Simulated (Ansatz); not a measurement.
A relaxed cell of MgSe (Fm-3m (No. 225)), relaxed on a k-mesh at least as fine as the one used below. Level of theory: r2SCAN (plane waves to 500 eV, PAW, scalar-relativistic; Ansatz, a first-principles code). Γ-centred k-mesh 7×7×4 on the run's cell (coarser than for final values), Fermi–Dirac smearing 0.05 eV.

```xyz
4
Lattice="0.0000 2.7362 2.7362 2.7362 0.0000 2.7362 5.4723 5.4723 0.0000" Properties=species:S:1:pos:R:3 pbc="T T T"
Mg     2.7362     2.7362     2.7362
Mg     5.4723     5.4723     2.7362
Se     0.0000     0.0000     0.0000
Se     2.7362     2.7362     0.0000
```

The atoms are displaced by (Å):

```
atom      ux      uy      uz
----  ------  ------  ------
Mg1   -0.068  -0.066  -0.124
Mg2    0.035   0.065   0.097
Se3    0.065  -0.177   0.137
Se4    0.021   0.174   0.021
```

Task: What forces (eV/Å) and pressure result?

Result: 
| atom | Fx | Fy | Fz |
|---|---|---|---|
| Mg1 | 0.34 | 0.04 | 0.39 |
| Mg2 | -0.03 | -0.53 | -0.14 |
| Se3 | 0.16 | 1.32 | -0.59 |
| Se4 | -0.47 | -0.83 | 0.34 |

Pressure +1.8 GPa.

Task: Estimate the energy cost of the displacement in the harmonic approximation and compare with the calculation.

Result: For a harmonic well ΔE = −½ Σ F·u = 0.287 eV a cell, or 72 meV/atom. The calculated energy relative to the undisplaced cell is +0.070 eV/atom, so the harmonic estimate holds well.

No spin polarisation in the result.

The run that gave the undisplaced cell could not lose the symmetry of its start; a randomly shaken copy of 4 atoms returns to this structure.
